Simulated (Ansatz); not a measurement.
**NMR crystallography of ZnO with Mg replacing Zn: given against relaxed positions**

Start: a supercell of ZnO (wurtzite type, P6_3mc) built from a structure deposited in the COD, with all atoms left at the host's positions.

```
Mg Zn O
1.0
     6.49862    0.00000    0.00000
    -4.87396    8.44195    0.00000
     0.00000    0.00000   10.41142
Mg Zn O
1 23 24
Direct
  0.16667 0.22222 0.25000
  0.16667 0.22222 0.75000
  0.16667 0.55556 0.25000
  0.16667 0.55556 0.75000
  0.16667 0.88889 0.25000
  0.16667 0.88889 0.75000
  0.66667 0.22222 0.25000
  0.66667 0.22222 0.75000
  0.66667 0.55556 0.25000
  0.66667 0.55556 0.75000
  0.66667 0.88889 0.25000
  0.66667 0.88889 0.75000
  0.33333 0.11111 0.00000
  0.33333 0.11111 0.50000
  0.33333 0.44444 0.00000
  0.33333 0.44444 0.50000
  0.33333 0.77778 0.00000
  0.33333 0.77778 0.50000
  0.83333 0.11111 0.00000
  0.83333 0.11111 0.50000
  0.83333 0.44444 0.00000
  0.83333 0.44444 0.50000
  0.83333 0.77778 0.00000
  0.83333 0.77778 0.50000
  0.33333 0.11111 0.18951
  0.33333 0.11111 0.68951
  0.33333 0.44444 0.18951
  0.33333 0.44444 0.68951
  0.33333 0.77778 0.18951
  0.33333 0.77778 0.68951
  0.83333 0.11111 0.18951
  0.83333 0.11111 0.68951
  0.83333 0.44444 0.18951
  0.83333 0.44444 0.68951
  0.83333 0.77778 0.18951
  0.83333 0.77778 0.68951
  0.16667 0.22222 0.43950
  0.16667 0.22222 0.93951
  0.16667 0.55556 0.43950
  0.16667 0.55556 0.93951
  0.16667 0.88889 0.43950
  0.16667 0.88889 0.93951
  0.66667 0.22222 0.43950
  0.66667 0.22222 0.93951
  0.66667 0.55556 0.43950
  0.66667 0.55556 0.93951
  0.66667 0.88889 0.43950
  0.66667 0.88889 0.93951
```

Atoms are numbered from 1 in the order listed; like atoms form one site, named after its first atom.

Method: Kohn–Sham DFT in Ansatz, PBE, plane waves and PAW, scalar-relativistic, 420 eV cutoff, Γ-centred 3×2×2 k-points, Fermi–Dirac smearing 0.01 eV.

The largest force at the start is 0.23 eV/Å. Relaxing the ions at fixed cell moves them by 0.021 Å at most (atom 38, O) and 0.009 Å rms.

```tsv
site	atom	moved (Å)	first shell before	first shell after	V_zz before (10²¹ V/m²)	η before
Mg	1	0.012	4 O at 1.97–1.98 Å	4 O at 1.96 Å	0.080	0.03
Zn7	7	0.016	4 O at 1.97–1.98 Å	4 O at 1.97–1.99 Å	0.20	0.10
Zn9	9	0.010	4 O at 1.97–1.98 Å	4 O at 1.97–1.98 Å	-0.15	0.96
Zn13	13	0.008	4 O at 1.97–1.98 Å	4 O at 1.97–1.98 Å	0.019	0.56
Zn14	14	0.009	4 O at 1.97–1.98 Å	4 O at 1.98 Å	-0.12	0.72
Zn20	20	0.010	4 O at 1.97–1.98 Å	4 O at 1.98 Å	-0.12	0.72
Zn16	16	0.010	4 O at 1.97–1.98 Å	4 O at 1.98 Å	-0.12	0.79
Zn22	22	0.008	4 O at 1.97–1.98 Å	4 O at 1.98 Å	0.087	0.06
O31	31	0.017	3 Zn at 1.97–1.98 Å, 1 Mg at 1.98 Å	1 Mg at 1.96 Å, 3 Zn at 1.97–1.98 Å	-3.50	0.07
O27	27	0.016	3 Zn at 1.97–1.98 Å, 1 Mg at 1.98 Å	1 Mg at 1.96 Å, 3 Zn at 1.98 Å	-3.47	0.08
O35	35	0.006	4 Zn at 1.97–1.98 Å	4 Zn at 1.97–1.98 Å	-0.13	0.60
O37	37	0.020	1 Mg at 1.97 Å, 3 Zn at 1.98 Å	1 Mg at 1.96 Å, 3 Zn at 1.98 Å	-3.67	0.00
O38	38	0.021	4 Zn at 1.97–1.98 Å	4 Zn at 1.98 Å	-0.069	0.02
```

**Question.** What are V_zz and η after the relaxation?

**Answer.** 

```
site  atom  V_zz after  η after  change of V_zz
  Mg     1        0.25     0.07           +0.17
 Zn7     7        0.76     0.91           +0.56
 Zn9     9        0.62     0.52               –
Zn13    13        0.47     0.27           +0.45
Zn14    14        0.39     0.88               –
Zn20    20        0.39     0.87               –
Zn16    16        0.39     0.92               –
Zn22    22        0.54     0.04           +0.46
 O31    31       -3.39     0.12           +0.11
 O27    27       -3.40     0.13           +0.07
 O35    35       -0.23     0.18           -0.10
 O37    37       -3.57     0.01           +0.10
 O38    38       -0.17     0.10           -0.10
```

The largest change of V_zz along a kept axis is on Zn7, from 0.20 to 0.76. In per cent, |V_zz| changes by -3 to -2 on O (all sites that start above 0.5). Where |V_zz| stays above 0.1 and the axes keep their order, η moves most on Zn7, from 0.10 to 0.91. On O42, O48, O40, O46 (not in the table) V_xx and V_yy change places (or their axes turn by over 50°), so the two values of η hide a larger change. On Zn9, Zn20, Zn14, Zn16, O29 (not all in the table) the largest principal value lies along another axis in the second run, so the two V_zz can't be compared directly. The table leaves out 35 of the 48 sites, with |V_zz| up to 3.51; their tensors move by 0.46 at most along any direction. The statements above cover all sites.

The defect repeats with the cell of 48 atoms, so it feels its images: sites between two images don't show the values beside a lone defect, and zeros or small values of η there can come from the images' arrangement. O and Zn carry a gradient in the pure host already, so the values there aren't the defect's effect alone. With a gap of 0.9 eV on this mesh, small gradients can still move by 0.1 × 10²¹ V/m² or more as the k-mesh gets denser.
Before: The neighbours have not yet relaxed around the defect (largest force 0.23 eV/Å), so a real crystal will differ.
